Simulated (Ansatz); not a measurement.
AlN:
```yaml
crystal:
  lattice:
    - [3.07831, 0.00000, 0.00000]
    - [-1.53916, 2.66589, 0.00000]
    - [0.00000, 0.00000, 9.96808]
  atoms:
    - { symbol: Al, position: [0.00000, 0.00000, 0.00145] }
    - { symbol: Al, position: [0.00000, 0.00000, 0.50145] }
    - { symbol: Al, position: [0.66667, 0.33333, 0.75036] }
    - { symbol: Al, position: [0.33333, 0.66667, 0.25036] }
    - { symbol: N, position: [0.00000, 0.00000, 0.81192] }
    - { symbol: N, position: [0.00000, 0.00000, 0.31192] }
    - { symbol: N, position: [0.66667, 0.33333, 0.56190] }
    - { symbol: N, position: [0.33333, 0.66667, 0.06190] }
```

Tensor components refer to the Cartesian frame of this cell.

Task: Give the high-frequency dielectric tensor and the Born effective charge tensors of the independent atoms from DFPT, LDA in the plane-wave PAW code Ansatz.

Result: 
ε∞:
```
4.48  0.00  0.00
0.00  4.48  0.00
0.00  0.00  4.60
```
Z* of atom 1 (Al), rows: field, columns: displacement, in e:
```
2.52  0.00  0.00
0.00  2.52  0.00
0.00  0.00  2.72
```
Z* of atom 3 (Al), rows: field, columns: displacement, in e:
```
2.55  0.00  0.00
0.00  2.55  0.00
0.00  0.00  2.50
```
Z* of atom 5 (N), rows: field, columns: displacement, in e:
```
-2.53   0.00   0.00
 0.00  -2.53   0.00
 0.00   0.00  -2.63
```
Z* of atom 7 (N), rows: field, columns: displacement, in e:
```
-2.55   0.00   0.00
 0.00  -2.55   0.00
 0.00   0.00  -2.59
```

Space group P6_3mc. The cell is a constructed one: a structure type filled with these elements. Its sites differ from those of the usual phase in this space group: another stacking or structure type. Symmetry was held in the LDA relaxation; whether a distortion lowers the energy is not shown.

Potentials: the later of the program's two PAW sets.
